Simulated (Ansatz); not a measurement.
## Structure relaxation, SnO2

The start is a generated cell, SnO2 placed in the beta-tridymite structure type. The cell and all atomic positions are relaxed at zero pressure with r2SCAN (plane waves to 500 eV, PAW, scalar-relativistic; Ansatz, an electronic-structure program). The first steps use a coarse 4×4×2 k-mesh.

Starting cell:
```
CELL_PARAMETERS angstrom
      5.97073     0.00000     0.00000
     -2.98536     5.17080     0.00000
      0.00000     0.00000     9.77394
ATOMIC_POSITIONS crystal
  Sn 0.33333 0.66667 0.06200
  Sn 0.66667 0.33333 0.56200
  Sn 0.66667 0.33333 0.93800
  Sn 0.33333 0.66667 0.43800
  O  0.33333 0.66667 0.25000
  O  0.66667 0.33333 0.75000
  O  0.50000 0.00000 0.00000
  O  0.50000 0.50000 0.50000
  O  0.00000 0.50000 0.00000
  O  0.50000 0.00000 0.50000
  O  0.50000 0.50000 0.00000
  O  0.00000 0.50000 0.50000
```

Task: How large is the pressure on the unrelaxed cell, and of which sign?

Result: +15.1 GPa (positive: the cell is compressed).

Task: What is the largest force in the starting geometry, and on which atom (counted from 1)?

Result: 0.39 eV/Å, on Sn1, Sn2, Sn3, Sn4 (atoms numbered as listed).

Task: How much energy is released per atom?

Result: 0.15 eV/atom.

Task: How does the volume per atom move from start to end?

Result: +13.8 %, from 25.15 to 28.62 Å³/atom.

Task: How do the shortest distances between atoms change?

Result: The closest pairs of elements (up to four, under 3.6 Å), start → end: O–Sn 1.83 → 1.91 Å; O–O 2.99 → 3.12 Å.

Task: Is the relaxed structure metallic? Give its gap.

Result: 2.44 eV, direct at Γ (no spin-orbit coupling).

Task: Give the final cell and atomic positions.

Result: 
Space group P6₃/mmc (No. 194); a = 6.2398 Å, b = 6.2398 Å, c = 10.1854 Å, α = 90.00°, β = 90.00°, γ = 120.00°

| atom | site | symmetry | x | y | z |
|---|---|---|---|---|---|
| Sn | 4f | 3m. | 0.3333 | 0.6667 | 0.0624 |
| O | 2c | -6m2 | 0.3333 | 0.6667 | 0.2500 |
| O | 6g | .2/m. | 0.5000 | 0.5000 | 0.5000 |

The space group stays P6₃/mmc (No. 194) (the run could not lower it); the end is AFLOW prototype A2B_hP12_194_cg_f (C10, as in SiO2), with 12 atoms in the primitive cell. Final values are on a 5×5×3 k-mesh of the relaxed cell. No spin polarisation in the result.

The run could not lose the symmetry of its start.

The first start was generated by placing the elements on the sites of a structure type. Materials Project lists a structure of SnO2 in the same space group, P6₃/mmc (No. 194); the sites were not compared with it, nor with measured phases. Known forms of SnO2 include space group No. 136.
